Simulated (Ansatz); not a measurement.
ZnPtC6N6, one structure, two calculations

Cell: an entry of the Crystallography Open Database (COD), ions relaxed with PBE at fixed cell.

```cif
data_ZnPtC6N6
_symmetry_space_group_name_H-M 'Fm-3m'
_symmetry_Int_Tables_number 225
_cell_length_a 10.5186
_cell_length_b 10.5186
_cell_length_c 10.5186
_cell_angle_alpha 90.000
_cell_angle_beta 90.000
_cell_angle_gamma 90.000
loop_
_atom_site_label
_atom_site_type_symbol
_atom_site_symmetry_multiplicity
_atom_site_Wyckoff_symbol
_atom_site_fract_x
_atom_site_fract_y
_atom_site_fract_z
Zn Zn 4 b 0.5000 0.5000 0.5000
Pt Pt 4 a 0.0000 0.0000 0.0000
C C 24 e 0.5000 0.5000 0.1903
N N 24 e 0.5000 0.5000 0.3001
```

One atom of each set is listed; the run and its k-mesh use a cell of 14 atoms with edges of 7.44, 7.44, 7.44 Å.

First run. All values are calculated (Ansatz; DFT, PBE, plane waves and PAW, scalar-relativistic, 420 eV cutoff, Γ-centred 6×6×6 k-points, Fermi–Dirac smearing 0.05 eV), not measured.

| site | V_zz (10²¹ V/m²) | η |
| --- | --- | --- |
| C | -3.78 | 0.00 |
| N | -5.82 | 0.00 |

Second run. The same atoms and settings, except that spin–orbit coupling is included (fully relativistic PAW files).

Question: Given the first result, estimate the second.

Answer: 

```
site   V_zz     η  change of V_zz
   C  -3.79  0.00           -0.01
   N  -5.83  0.00           -0.01
```

No V_zz moves by more than 0.01. Sites without a gradient aren't listed.

The database entry as given showed forces above 3 eV/Å or a pressure above 30 GPa, though relaxing it moves no atom far.
